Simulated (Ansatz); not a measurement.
# A plane-wave run on YAgH$_{3}$

The input, for Ansatz 0.2.0 (plane waves, PAW):

```yaml
crystal:
  lattice:
    - [1.835657, 3.179462, 0.0]
    - [-3.671324, 0.0, 0.0]
    - [0.0, 0.0, 11.482401]
  atoms:
    - { symbol: "Y", position: [0.0, 0.0, 0.0] }
    - { symbol: "Y", position: [0.0, 0.0, 0.5] }
    - { symbol: Ag, position: [0.66667, 0.33334, 0.25] }
    - { symbol: Ag, position: [0.33333, 0.66667, 0.75] }
    - { symbol: H, position: [0.0, 0.0, 0.25] }
    - { symbol: H, position: [0.0, 0.0, 0.75] }
    - { symbol: H, position: [0.66667, 0.33334, 0.08707] }
    - { symbol: H, position: [0.33333, 0.66667, 0.58707] }
    - { symbol: H, position: [0.66667, 0.33334, 0.41293] }
    - { symbol: H, position: [0.33334, 0.66667, 0.91293] }
  symmetry: { tolerance: 0.0003 }
kpoints:
  mp_grid: { grid: [11, 11, 3], shift: [0, 0, 0] }
magnetization:
  spin_polarized: false
scf:
  occupations: { method: fermi_dirac }
  lower_state_search: "off"
  max_iter: 200
hamiltonian:
  pseudopotentials: { kind: paw }
  xc: r2scan
basis:
  ecutwfc: 500
  fft_grid_basis: typed
output:
  forces: true
  stress: true
  eigenvalues: true
  bader: true
  populations: true
  elf: true
  write_potential: true
  volumetric_format: npy
  dos:
    e_range: [-12, 8]
    de: 0.05
    projected: { site_lists: { Ag: [Ag], H: [H], "Y": ["Y"] } }
  write_density: true
checkpoint:
  read: saved_state
```

Launched with:

```sh
ansatz run input.yaml --threads 1 --pin off --max-ram 2560MiB --backend cpu --events-out ev --progress --plain --runs-dir out
```

The run starts from an earlier solution of this cell. 

Parts of the output:

```
Warning: the atoms were moved onto the symmetric positions of the space group found under crystal.symmetry.tolerance 3.0e-4 (fractional; no operation is sought that the atoms, as they stand in a round, miss by more than twice it, and no atom is moved by as much as it), and the run uses the moved positions.
Pseudopotentials: kind: paw
Pseudopotential: Y, paw, valence charge 11, recommended cutoff 500 eV (meta_gga), Y.paw.azcp
Pseudopotential: Ag, paw, valence charge 19, recommended cutoff 500 eV (meta_gga), Ag.paw.azcp
Pseudopotential: H, paw, valence charge 1, recommended cutoff 500 eV (meta_gga), H.paw.azcp
Functional definition: r2SCAN
  exchange = r2scan_x(k0 = k0, k1 = k1, a1 = a1)
  correlation = r2scan_c
Crystal: 10 atoms, lattice volume = 134.032 Å³
Basis set: ecut = 500 eV, 3389 PW (Γ), exchange–correlation on 108×108×360 points (64 copies of the dense FFT grid, shifted against one another)
Bands: 43, of which v1, the nominal top of the filled ones, is band 33 counted from 1 (32 counted from 0)
Symmetry: 24 space group operations
Space group: P63/mmc (ITA 194), of the structure as read, at distance tolerance 1.5e-3 Å
k-points: 32 of 363
Initial density: read from a saved state, or passed on in memory by an earlier SCF of this step, an earlier step, the calling program or the single point that the run made first
Functional: x = r2scan, c = r2scan; τ floored in thin density (d = 2e-4 eV/Å³)
Free energy (F): -23025.1906 eV
Harris-Foulkes:  -23025.1906 eV  (|F-HF|=6.81e-8)
Internal energy: -23025.0992 eV  (E = F + TS)
E sigma→0 (E₀):  -23025.1449 eV
Entropy (-TS):   -0.0913 eV (-9.134 meV/atom)
Fermi energy:    9.3259 eV
--- Per-component energies (eV) ---
  E_band       = -1086.5776
  E_kinetic    = 1737.2598
  E_local      = -7970.8972  (includes V_loc(G=0)·N_el)
  E_nonlocal   = 270.5257
  E_hartree    = 3404.7847
  E_xc         = -744.1642
  E_vxc        = -1041.5376  (∫ρ·V_xc dr)
  E_paw        = -13530.8983  (= ΣΔE_a)
  E_vpaw       = -957.0675  (= ΣTr[D̂ρ^β])
  E_aug_tail   = -0.0022  (compensation charges beyond the density's cutoff)
  E_vtau       = 65.5644  (kinetic-family band-sum trace: ∫τ·v_τ [+ j·A + Jᵃ·Aᵃ] dr)
  E_ewald      = -6190.3810
  E_core_change = -1.3265  (= ΣΔE_core)
  E_smearing   = -0.0913  (= −TS)
--- Forces (eV/Å), atoms counted from 1 ---
  atom   1  Y      0.0000     0.0000     0.0000
  atom   2  Y      0.0000     0.0000     0.0000
  atom   3  Ag     0.0000     0.0000     0.0000
  atom   4  Ag     0.0000     0.0000     0.0000
  atom   5  H      0.0000     0.0000     0.0000
  atom   6  H      0.0000     0.0000     0.0000
  atom   7  H      0.0000     0.0000    -0.6871
  atom   8  H      0.0000     0.0000    -0.6871
  atom   9  H      0.0000     0.0000     0.6871
  atom  10  H      0.0000     0.0000     0.6871
--- Stress (GPa, compression-positive) ---
       -5.8599       0.0000       0.0000
        0.0000      -5.8599       0.0000
        0.0000       0.0000      -8.5943
  P = ⅓ Tr σ = -6.7714 GPa (-67.714 kbar)
--- Löwdin populations: 10 sites ---
  site symbol       q [e]
     0      Y     10.5437
     1      Y     10.5437
     2     Ag     18.3874
     3     Ag     18.3874
     4      H      1.3673
     5      H      1.3673
     6      H      1.2864
     7      H      1.2864
     8      H      1.2864
     9      H      1.2864
  spilling = 0.0039 (of n_electrons = 66.0000)
```

Origin: a known structure type with other elements, at an estimated volume, so it need not be a known compound.

How long did it run, and on what?

Run time, from a saved density: 100 s on 1 thread of Arm Neoverse V1, with other jobs on the host, peak memory 0.73 GiB.
